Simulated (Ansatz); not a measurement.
A relaxation computed with Ansatz, from input to last step.

```yaml
crystal:
  lattice:
    - [3.973984, 0.0, 0.0]
    - [0.0, 3.973984, 0.0]
    - [0.0, 0.0, 3.973984]
  atoms:
    - { symbol: Mo, position: [0.0, 0.5, 0.5] }
    - { symbol: Mo, position: [0.5, 0.0, 0.5] }
    - { symbol: Mo, position: [0.5, 0.5, 0.0] }
    - { symbol: Pt, position: [0.0, 0.0, 0.0] }
basis:
  ecutwfc: 500
kpoints:
  mp_grid: { grid: [4, 4, 4] }
hamiltonian:
  xc: r2scan
scf:
  occupations: { method: gaussian, width: 0.1 }
  lower_state_search: "off"
output:
  forces: true
  stress: true
  eigenvalues: true
relax:
  adjacent_minimum: "off"
  f_tol: 0.04
  max_steps: 70
  cell: { stress_tol: 0.4 }
```

```bash
ansatz run input.yaml --threads 1 --pin off --max-ram 2560MiB --backend cpu --events-out ev --progress --plain --runs-dir out
```

Method: Ansatz 0.2.0, DFT r2SCAN, scalar-relativistic, plane waves, PAW.

Of 5 frames 5 are shown, positions in Å and forces in eV/Å; the SCF threshold varies from step to step. Steps run on the plane waves of an earlier cell, with a Pulay correction in the pressure. The basis is chosen afresh for the last frame, the zero of the energies, and at times for earlier ones too; energy and pressure step there, also at an unchanged geometry. The mark taken_back stands on steps that the optimiser undid.

```xyz
4
Lattice="3.9740 0.0000 0.0000 0.0000 3.9740 0.0000 0.0000 0.0000 3.9740" Properties=species:S:1:pos:R:3:forces:R:3 pbc="T T T" step=1 free_energy_over_end_meV_per_atom=5.11 pressure_GPa=-5.28
Mo    0.0000    1.9870    1.9870    0.0000    0.0000    0.0000
Mo    1.9870    0.0000    1.9870    0.0000    0.0000    0.0000
Mo    1.9870    1.9870    0.0000    0.0000    0.0000    0.0000
Pt    0.0000    0.0000    0.0000    0.0000    0.0000    0.0000
4
Lattice="3.8842 0.0000 0.0000 0.0000 3.8842 0.0000 0.0000 0.0000 3.8842" Properties=species:S:1:pos:R:3:forces:R:3 pbc="T T T" step=2 free_energy_over_end_meV_per_atom=33.74 pressure_GPa=15.57 taken_back
Mo    0.0000    1.9421    1.9421    0.0000    0.0000    0.0000
Mo    1.9421    0.0000    1.9421    0.0000    0.0000    0.0000
Mo    1.9421    1.9421    0.0000    0.0000    0.0000    0.0000
Pt    0.0000    0.0000    0.0000    0.0000    0.0000    0.0000
4
Lattice="3.9505 0.0000 0.0000 0.0000 3.9505 0.0000 0.0000 0.0000 3.9505" Properties=species:S:1:pos:R:3:forces:R:3 pbc="T T T" step=3 free_energy_over_end_meV_per_atom=-0.07 pressure_GPa=-0.46
Mo    0.0000    1.9752    1.9752    0.0000    0.0000    0.0000
Mo    1.9752    0.0000    1.9752    0.0000    0.0000    0.0000
Mo    1.9752    1.9752    0.0000    0.0000    0.0000    0.0000
Pt    0.0000    0.0000    0.0000    0.0000    0.0000    0.0000
4
Lattice="3.9482 0.0000 0.0000 0.0000 3.9482 0.0000 0.0000 0.0000 3.9482" Properties=species:S:1:pos:R:3:forces:R:3 pbc="T T T" step=4 free_energy_over_end_meV_per_atom=-0.12 pressure_GPa=0.02
Mo    0.0000    1.9741    1.9741    0.0000    0.0000    0.0000
Mo    1.9741    0.0000    1.9741    0.0000    0.0000    0.0000
Mo    1.9741    1.9741    0.0000    0.0000    0.0000    0.0000
Pt    0.0000    0.0000    0.0000    0.0000    0.0000    0.0000
4
Lattice="3.9482 0.0000 0.0000 0.0000 3.9482 0.0000 0.0000 0.0000 3.9482" Properties=species:S:1:pos:R:3:forces:R:3 pbc="T T T" step=5 free_energy_over_end_meV_per_atom=0.00 pressure_GPa=0.01
Mo    0.0000    1.9741    1.9741    0.0000    0.0000    0.0000
Mo    1.9741    0.0000    1.9741    0.0000    0.0000    0.0000
Mo    1.9741    1.9741    0.0000    0.0000    0.0000    0.0000
Pt    0.0000    0.0000    0.0000    0.0000    0.0000    0.0000
```

Time: 17 s on 1 thread of Arm Neoverse V2, with other jobs on the host, peak memory 0.44 GiB.

The k mesh is coarse. Spin–orbit coupling is left out, which can shift energies with elements as heavy as these.